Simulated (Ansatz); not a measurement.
YPb₃, DFT, PBEsol, PAW with Ansatz's default frozen-core files, scalar-relativistic (Ansatz 0.2.0), run on 1 thread of Arm Neoverse V2 on a shared host.

The cell is COD entry 1523308, as deposited and not checked against the literature; nothing was relaxed. The listed cell was then made from it by scaling, straining or moving an atom.

Command: `ansatz run input.yaml --threads 1 --pin off --max-ram 4096MiB --backend cpu --events-out ev --progress --plain --runs-dir out`

```yaml
crystal:
  lattice:
    - [4.8864678046, 0.0, 0.0]
    - [0.0, 4.8864678046, 0.0]
    - [0.0, 0.0, 4.8864678046]
  atoms:
    - { symbol: "Y", position: [0.0, 0.0, 0.0] }
    - { symbol: Pb, position: [0.0, 0.5, 0.5] }
    - { symbol: Pb, position: [0.5, 0.0, 0.5] }
    - { symbol: Pb, position: [0.5, 0.5, 0.0] }
kpoints:
  mp_grid: { grid: [8, 8, 8] }
scf:
  occupations: { method: fermi_dirac, width: 0.08 }
hamiltonian:
  xc: pbesol
  pseudopotentials: { kind: paw }
output:
  forces: true
  stress: true
  eigenvalues: true
  efg: { contact_densities: true }
```

Problem. How large is the problem that the program sets up?

Solution. 35 irreducible k-points, 2301 plane waves at Γ, 32 bands.

Problem. About how long does it take, and how much memory does it use?

Solution. 8.5 s of wall time for 6 SCF iterations, with a peak of 0.48 GiB. Times on shared machines scatter by tens of per cent.

Problem. And the same cell and mesh by crystal-made all-electron datasets, asked for forces, stress, eigenvalues, efg, on the same hardware?

Solution. 14 s, peak memory 0.58 GiB.
